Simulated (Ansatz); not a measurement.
ScAg2:
```
CELL_PARAMETERS angstrom
     -1.76718     1.76718     4.45569
      1.76718    -1.76718     4.45569
      1.76718     1.76718    -4.45569
ATOMIC_POSITIONS crystal
  Sc 0.00000 0.00000 0.00000
  Ag 0.66686 0.66686 0.00000
  Ag 0.33314 0.33314 0.00000
```

Relaxed with r²SCAN. Special points in fractions of this cell's reciprocal vectors: Γ (0.000, 0.000, 0.000); X (0.000, 0.000, 0.500); P (0.250, 0.250, 0.250); N (0.000, 0.500, 0.000); M (0.500, 0.500, -0.500); S (0.289, 0.711, -0.289); S0 (-0.289, 0.289, 0.289); R (-0.079, 0.079, 0.500); G (0.500, 0.500, -0.079).

Problem. List the band energies nearest the Fermi level at these points for r²SCAN in the plane-wave PAW code Ansatz.

Solution. In eV from the Fermi level; about four levels below and three above (degenerate sets whole), none deeper than 8.9 eV; points with the same levels are listed once.

```tsv
k	below	above
Γ	-4.97 -4.97 -4.24 -0.86	0.82 1.47 1.47
X	-4.42 -1.95 -1.06 -0.70	1.46 1.52 3.13
P	-4.46 -4.45 -1.95 -0.95 -0.95	1.30 2.42 2.42
N	-4.62 -4.16 -3.06 -2.42	0.43 0.54 1.45
M	-4.57 -4.57 -4.41 -3.69	0.85 2.25 2.30 2.30
S	-4.17 -2.70 -2.10 -1.71	1.27 1.67 1.73
R	-4.41 -1.99 -1.53 -0.48	1.50 1.52 2.99
```

Space group I4/mmm (MoSi2 or CaC2 type). The workflow started from a Materials Project entry (that database holds measured and hypothetical structures alike); the Crystallography Open Database copy checked does not list it. With Sc and Ag taken as one species the cell has the higher symmetry I4/mmm, so it may be an ordered model of a mixed-site phase. Its standing as an ambient phase is unchecked. The r²SCAN relaxation kept the symmetry of its start; whether a distortion lowers the energy is not shown. The run is not spin-polarised. Spin–orbit coupling is left out wherever it is not named.

Potentials: the later of the program's two PAW sets.
